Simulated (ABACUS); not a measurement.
## A series of runs on TePb (Fm-3m, 2 atoms in the cell; from Materials Project mp-19717)

```
TePb
1.0
    0.00000     3.27089     3.27089
    3.27089     0.00000     3.27089
    3.27089     3.27089     0.00000
Te Pb
1 1
Direct
  0.00000   0.00000   0.00000
  0.50000   0.50000   0.50000
```

Base run A: PBE, PseudoDojo 0.5 standard norm-conserving PBE (tails mended) pseudopotentials in ABACUS, self-consistent single point.

Its settings: KPT = Gamma 6 6 6 0 0 0; basis_type = pw; dft_functional = PBE; ecutwfc = 82.3 Ry; smearing_method = gaussian; smearing_sigma = 0.00146997 Ry; potentials = PseudoDojo 0.5 standard norm-conserving PBE (tails mended); symmetry = 1; symmetry_prec = 1e-05; ks_solver = dav_subspace; scf_nmax = 100; scf_thr = 1.0e-09 Ry; mixing_type = pulay.

Spin-orbit coupling is left out, which matters for bands and gaps with elements this heavy. The structure comes from a collection of computed structures, made at another level of theory; the collection holds predicted forms beside known ones.

ΔF is the free energy per atom less that of run A. 

A variant of run A gave: the free energy goes up by 11.4 meV/atom, the pressure goes from 0.41 to 2.23 GPa and the gap on the mesh goes from 0.809 to 0.726 eV.

Question: Which change was made?
(A) volume scaled by 0.96
(B) volume scaled by 1.04
(C) volume scaled by 0.98
(D) volume scaled by 0.99

Answer: A, volume scaled by 0.96. That run gave: ΔF (meV/atom) 11.4; pressure (GPa) 2.23; gap on the mesh (eV) 0.726.

The base and the other variants:

| change | ΔF (meV/atom) | pressure (GPa) | gap on the mesh (eV) |
|---|---|---|---|
| base | 0.00 | 0.41 | 0.809 |
| volume scaled by 0.94 | 23.5 | 3.30 | 0.679 |
| volume scaled by 0.98 | 3.7 | 1.27 | 0.769 |
| volume scaled by 0.99 | 1.38 | 0.83 | 0.790 |
| volume scaled by 1.01 | -0.49 | 0.01 | 0.827 |
| volume scaled by 1.02 | -0.14 | -0.36 | 0.845 |
| volume scaled by 1.04 | 2.9 | -1.05 | 0.877 |
| volume scaled by 1.06 | 8.8 | -1.67 | 0.907 |

“Tails mended”: in these copies of the files the far tail of each local potential was reset to the Coulomb form.
